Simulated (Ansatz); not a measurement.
Al:
```yaml
crystal:
  lattice:
    - [0.00000, 2.02003, 2.02003]
    - [2.02003, 0.00000, 2.02003]
    - [2.02003, 2.02003, 0.00000]
  atoms:
    - { symbol: Al, position: [0.00000, 0.00000, 0.00000] }
```

Relaxed with PBE. Special points in fractions of this cell's reciprocal vectors: Γ (0.000, 0.000, 0.000); X (0.500, 0.000, 0.500); U (0.625, 0.250, 0.625); K (0.375, 0.375, 0.750); L (0.500, 0.500, 0.500); W (0.500, 0.250, 0.750).

Problem. List the band energies nearest the Fermi level at these points for PBE (plane waves, PAW; program Ansatz).

Solution. In eV from the Fermi level; about four levels below and three above (degenerate sets whole), none deeper than 8.9 eV; … stands for higher levels left out; points with the same levels are listed once.

```tsv
k	below	above
Γ	–	…
X	-2.92 -1.61	5.22 …
U	-1.89 -1.36 -0.40	…
L	-4.59 -4.38	…
W	-0.85 -0.85	0.16 …
```

Space group Fm-3m (fcc (Cu type)). The cell was relaxed with PBE under the symmetry of its start.

Potentials: the later of the program's two PAW sets.
